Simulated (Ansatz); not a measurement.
SiGe in space group P-6m2 (No. 187; Ge on 1a, Si on 1f), a = 3.5564 Å, b = 3.5564 Å, c = 3.2297 Å, α = 90.00°, β = 90.00°, γ = 120.00°.

Relaxed with PBEsol.

Decompose the optical modes at the zone centre into irreducible representations, and say which are infrared and Raman allowed.

Point group -6m2: Γ_opt = A2'' + E'. Infrared: A2'', E'. Raman: E'.

Assign frequencies (DFPT, PBEsol (plane waves, PAW; program Ansatz)).

A2'' 162, E' 236 cm⁻¹.

A made-up cell: these elements were put on the sites of a structure type; neither database checked (COD, Materials Project) lists it. Its standing as an ambient phase is unchecked. The PBEsol relaxation kept the symmetry of its start; of distortions, only those at the zone centre were tested. As this level gives no gap, phonon frequencies hold no LO–TO term and depend on the k-mesh and smearing (Fermi–Dirac, 0.1 eV here).

Potentials: the later of the program's two PAW sets.
